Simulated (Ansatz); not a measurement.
Given:

PtC:
```cif
data_CPt
_chemical_formula_sum 'Pt1 C1'
_space_group_name_H-M_alt 'P 1'
_space_group_IT_number 1
_cell_length_a 3.32064
_cell_length_b 3.32064
_cell_length_c 3.32064
_cell_angle_alpha 60.000
_cell_angle_beta 60.000
_cell_angle_gamma 60.000
loop_
_space_group_symop_operation_xyz
  'x, y, z'
loop_
_atom_site_label
_atom_site_type_symbol
_atom_site_fract_x
_atom_site_fract_y
_atom_site_fract_z
_atom_site_occupancy
Pt1 Pt 0.00000 0.00000 0.00000 1
C1 C 0.25000 0.25000 0.25000 1
```

This is the r²SCAN-relaxed structure.

Problem. All from the program Ansatz at the r²SCAN level (PAW), unless another level is named. Predict the electronic character.

Solution. metallic (no gap).

Problem. Give the density of states at the Fermi level.

Solution. 0.40 states/eV per atom (mean over ±0.08 eV).

Problem. Next, the gap with spin–orbit coupling?

Solution. none (metallic).

Space group F-43m (zinc blende). The start of the workflow was typed in or built on a structure type; neither database checked (COD, Materials Project) lists it. Its standing as an ambient phase is unchecked. The cell was relaxed with r²SCAN under the symmetry of its start; whether a distortion lowers the energy is not shown. No spin polarisation was allowed. Its formation energy is positive at this level, so the cell may be metastable or incomplete. Scalar-relativistic: spin–orbit coupling is off unless named, which matters more the heavier the elements.

Potentials: the earlier of the program's two PAW sets.
